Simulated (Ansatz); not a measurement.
Polymorphs of Mg, each relaxed with the program Ansatz at the LDA level (PAW):

A: bcc (W type) (Im-3m), a = b = c = 3.509 Å, α = β = γ = 90.00°

B: 9R (Sm type) (R-3m), a = b = 3.140 Å, c = 22.821 Å, α = β = 90.00°, γ = 120.00°

C: simple hexagonal (P6/mmm), a = 3.034 Å, b = 3.034 Å, c = 3.024 Å, α = 90.00°, β = 90.00°, γ = 120.00°

D: fcc (Cu type) (Fm-3m), a = b = c = 4.433 Å, α = β = γ = 90.00°

Question: Put the candidates in order of energy per atom at 0 K, lowest first, for LDA.

Answer: B (+0 meV/atom), D (+13 meV/atom), A (+27 meV/atom), C (+231 meV/atom)

Not the usual ambient phase: A; B; C; D. Unstable at this level: A; C. All cells were relaxed under the symmetry of their starts (and spin orders); stability against distortions was not tested throughout.

Energies hold the estimated change up to a 700 eV cutoff; steps of a few meV lie near the error of the meshes.

Potentials: the later of the program's two PAW sets.
